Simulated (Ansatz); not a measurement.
**Ni: input and output of an SCF run**

The cell (2 atoms) is Ni as an experimental structure (space group Fm-3m, primitive cell doubled). The computed pressure is over 10 GPa in size, so the cell is far from the computed equilibrium volume. Source: COD entry 1534892; the sample's temperature and pressure aren't taken into account, and it need not be the stable phase.

The calculation used DFT, PBE, PAW, plane waves, scalar-relativistic (Ansatz development build ahead of 0.2.0).

Input file:

```yaml
crystal:
  lattice:
    - [0.0, 1.725, 1.725]
    - [3.45, 0.0, 3.45]
    - [1.725, 1.725, 0.0]
  atoms:
    - { symbol: Ni, position: [0.0, 0.0, 0.0], spin: 2.0 }
    - { symbol: Ni, position: [0.0, 0.5, 0.0], spin: 2.0 }
magnetization:
  spin_polarized: true
hamiltonian:
  xc: pbe
  pseudopotentials: { kind: paw }
basis:
  ecutwfc: 420
kpoints:
  mp_grid: { grid: [13, 7, 13] }
scf:
  occupations: { method: gaussian, width: 0.1 }
output:
  forces: true
  stress: true
  write_density: true
  write_potential: true
  elf: true
  volumetric_format: npy
```

Command:
```sh
ansatz run input.yaml --threads 2 --pin off --max-ram 5120MiB --backend cpu --events-out ev --progress --plain --runs-dir out
```

Program output, abridged:

```
Warning: crystal.symmetry: narrowed to the stabiliser of the k-point mesh — unitary ops 24 → 8; excluded 16 operations that carry a point of the 13×7×13 mesh (shift [0, 0, 0]) off the mesh (the run samples exactly the mesh kpoints.mp_grid names, as under crystal.symmetry.detect: false, and its converged state has the mesh's symmetry, not the crystal's; [...]
Pseudopotentials: kind: paw
Pseudopotential: Ni, paw, valence charge 18, recommended cutoff 420 eV (normal), Ni.paw.azcp
Functional definition: PBE
Crystal: 2 atoms, lattice volume = 20.532 Å³
Basis set: ecut = 420 eV, 391 PW (Γ), exchange–correlation on 36×72×36 points (8 copies of the dense FFT grid, shifted against one another)
Bands: 24, of which v1, the nominal top of the filled ones, is band 18 counted from 1 (17 counted from 0)
Symmetry: 8 space group operations
k-points: 322 of 1183
Non-local potential: Ni, projectors of the file, l = 0: 3, l = 1: 2, l = 2: 3, l = 3: 1
Initial density: superposition of atomic densities (chi_scale 0.1, normalization cell)
Starting moments: Σ|m| = 4 μB on 2 of 2 sites
Initial wavefunctions: pseudopotential atomic-orbital guess
Functional: x = pbe(κ = 0.804, μ = 0.2195149727645171), c = pbe(β = 0.06672455060314922)
SCF iter   1: F=—  HF=-11678.116462 eV  |F-HF|=—  |Δ(HF+E_count)|=         —  Δρ=1.78e-1 (↑1.78e-1 ↓8.27e-2)  dr2=1.55e0  dr2_m=3.05e0  M=1.901 μB ∫|m|=2.036 μB  β_m=0.30  ethr=3.10e-3  ⟨swp⟩=5.0  Hψ=56152  notcnv=0
Mixer restart at iter 1: flushing history
preconditioner: auto → none  [metal: Δε(μ)=0.004 eV  Ē_g=11.358 eV  σ=0.100 eV  W_gap=0.02  n_scr=2 (ndim 8)  ℏωp=36.6 eV  f_vac=0.000  D(μ)=2.59/eV (n_scr^D=36)  sad-step TF]
SCF iter   2: F=—  HF=-11677.687979 eV  |F-HF|=—  |Δ(HF+E_count)|=   4.28e-1  Δρ=1.09e-1 (↑9.84e-2 ↓1.09e-1)  dr2=2.80e-2  dr2_m=2.01e0  M=1.720 μB ∫|m|=1.862 μB  β_m=0.56  ethr=3.10e-3  ⟨swp⟩=3.0  Hψ=29307  notcnv=0  defer=624
SCF iter   3: F=—  HF=-11679.111988 eV  |F-HF|=—  |Δ(HF+E_count)|=    1.42e0  Δρ=7.98e-2 (↑7.98e-2 ↓3.32e-2)  dr2=2.97e-1  dr2_m=5.77e-1  M=1.466 μB ∫|m|=1.637 μB  β_m=0.71  ethr=7.78e-5  ⟨swp⟩=3.2  Hψ=36698  notcnv=0  defer=624
SCF iter   4: F=—  HF=-11679.420620 eV  |F-HF|=—  |Δ(HF+E_count)|=   3.09e-1  Δρ=1.32e-2 (↑1.32e-2 ↓1.05e-2)  dr2=6.10e-2  dr2_m=2.10e-3  M=1.204 μB ∫|m|=1.385 μB  β_m=0.81  ethr=7.78e-5  ⟨swp⟩=2.5  Hψ=34746  notcnv=0  defer=618
SCF iter   5: F=—  HF=-11679.403853 eV  |F-HF|=—  |Δ(HF+E_count)|=   1.68e-2  Δρ=5.35e-3 (↑6.40e-4 ↓5.35e-3)  dr2=3.58e-3  dr2_m=1.27e-3  M=1.215 μB ∫|m|=1.385 μB  β_m=0.85  ethr=7.78e-5  ⟨swp⟩=2.2  Hψ=23027  notcnv=0  defer=650
SCF iter   6: F=—  HF=-11679.402995 eV  |F-HF|=—  |Δ(HF+E_count)|=   8.58e-4  Δρ=1.23e-3 (↑7.13e-4 ↓1.23e-3)  dr2=4.03e-4  dr2_m=2.76e-5  M=1.215 μB ∫|m|=1.381 μB  β_m=0.84  ethr=9.93e-6  ⟨swp⟩=2.0  Hψ=21381  notcnv=0  defer=655
SCF iter   7: F=—  HF=-11679.403030 eV  |F-HF|=—  |Δ(HF+E_count)|=   3.46e-5  Δρ=3.19e-4 (↑3.19e-4 ↓1.64e-4)  dr2=2.61e-5  dr2_m=1.23e-6  M=1.215 μB ∫|m|=1.381 μB  β_m=0.92  ethr=1.12e-6  ⟨swp⟩=2.5  Hψ=21411  notcnv=0  defer=655
SCF iter   8: F=—  HF=-11679.403030 eV  |F-HF|=—  |Δ(HF+E_count)|=   7.28e-7  Δρ=5.10e-5 (↑5.10e-5 ↓4.52e-5)  dr2=9.98e-7  dr2_m=2.22e-8  M=1.215 μB ∫|m|=1.380 μB  β_m=0.96  ethr=7.24e-8  ⟨swp⟩=2.2  Hψ=20904  notcnv=0  defer=655
SCF iter   9: F=—  HF=-11679.403030 eV  |F-HF|=—  |Δ(HF+E_count)|=   6.13e-8  Δρ=2.57e-5 (↑6.26e-6 ↓2.57e-5)  dr2=1.09e-7  dr2_m=2.34e-8  M=1.215 μB ∫|m|=1.380 μB  β_m=0.95  ethr=2.77e-9  ⟨swp⟩=2.1  Hψ=24047  notcnv=0  defer=655
SCF iter  10: F=-11679.403030 eV  HF=-11679.403030 eV  |F-HF|=7.31e-10  |Δ(HF+E_count)|=   8.41e-9  Δρ=1.75e-6 (↑1.75e-6 ↓1.29e-6)  dr2=9.06e-10  dr2_m=2.64e-11  M=1.215 μB ∫|m|=1.380 μB  ethr=2.78e-10  ⟨swp⟩=9.3  Hψ=96637  notcnv=0
SCF 1 converged in 10 iterations: F = -11679.403030 eV  dr2 = 9.06e-10
  greatest PAW one-centre occupation: 1.001 electrons in one spin orbital (limit 2), on the Ni atom at site 1 (counted from 0), in its partial waves of l = 1
SCF converged after 10 iterations
Magnetization: 1.2153 μB (18.6076 up, 17.3924 down)
Absolute magnetization: 1.3818 μB (∫|ρ↑−ρ↓|, with the PAW one-centre terms)
Spin contamination: 0.0116 ħ² per cell (⟨S²⟩ above its minimum at these occupations)
Per-site moments (μB) at R_I (Å): [(0.6433, 1.0063), (0.6433, 1.0063)]
Free energy (F): -11679.403030 eV
Harris-Foulkes:  -11679.403030 eV  (|F-HF|=7.31e-10)
Internal energy: -11679.387503 eV  (E = F + TS)
E sigma→0 (E₀):  -11679.395266 eV
Entropy (-TS):   -0.015528 eV (-7.764 meV/atom)
Fermi energy:    19.557929 eV
--- Per-component energies (eV) ---
  E_band       = -524.120216
  E_kinetic    = 566.683538
  E_local      = -6681.306040  (includes V_loc(G=0)·N_el)
  E_nonlocal   = 1269.990839
  E_hartree    = 2794.419678
  E_xc         = -170.829594
  E_vxc        = -220.371234  (∫ρ·V_xc dr)
  E_paw        = -3258.171238  (= ΣΔE_a)
  E_vpaw       = -1047.954491  (= ΣTr[D̂ρ^β])
  E_aug_tail   = 0.000924  (compensation charges beyond the density's cutoff)
  E_ewald      = -6200.175610
  E_smearing   = -0.015528  (= −TS)
  E_closure    = -0.000000  (closes the sum)
  Σ components = -11679.403030   (vs F -11679.403030, Δ=0.00e0)
--- Forces (eV/Å), atoms counted from 1 ---
  atom   1  Ni     0.00000000     0.00000000     0.00000000
  atom   2  Ni     0.00000000     0.00000000     0.00000000
  max |Σ_I F_I| component: 5.05e-29 eV/Å
--- Stress (GPa, compression-positive) ---
       13.369395       0.071036       0.007258
        0.071036      13.487173       0.071036
        0.007258       0.071036      13.369395
  P = ⅓ Tr σ = 13.4087 GPa (134.087 kbar)
--- Band table (eV; the first three rows and the last of 644) ---
  k-point 0 ↑: bands = ["-84.2123", "-84.1686", "-44.7119", "-44.4801", "-44.4793", "-44.4426", "-44.4406", "-44.4402", "10.0104", "14.3214", "16.9468", "16.9486", "16.9508", "16.9586", "16.9587", "18.2378", "18.2388", "18.9705", "18.9709", "19.0444", "25.5813", "42.0182", "43.5072", "45.1600"]
  k-point 1 ↑: bands = ["-84.2098", "-84.1678", "-44.7052", "-44.4890", "-44.4835", "-44.4570", "-44.4441", "-44.4424", "10.2518", "14.4517", "16.8529", "16.8835", "17.0025", "17.0058", "17.0602", "17.9274", "18.2142", "18.2153", "18.9768", "20.1448", "25.7995", "40.9713", "42.7338", "43.4183"]
  k-point 2 ↑: bands = ["-84.2029", "-84.1655", "-44.6879", "-44.5142", "-44.5003", "-44.4934", "-44.4503", "-44.4486", "10.9534", "14.7907", "16.5153", "16.7237", "17.1189", "17.1273", "17.1308", "17.3506", "18.1843", "18.1856", "18.9936", "21.1329", "26.5350", "38.2824", "39.4291", "41.0323"]
  k-point 321 ↓: bands = ["-83.3572", "-83.3416", "-43.9181", "-43.9072", "-43.7592", "-43.7476", "-43.6904", "-43.6857", "14.6984", "14.8924", "15.6414", "17.5480", "17.5963", "18.5278", "19.5473", "19.5561", "19.7005", "19.8301", "19.9473", "22.4545", "26.5852", "29.5043", "33.5791", "35.0646"]
```

Among 12 converged runs of this cell from various starts and settings, this end is the lowest found.

A small moment in a metal is sensitive to the mesh and the smearing. The mesh has less symmetry than the lattice, which lowers the symmetry of the run.

The run took 26 s on 2 threads of Arm Neoverse N1, on a shared host, peak memory 0.53 GiB.
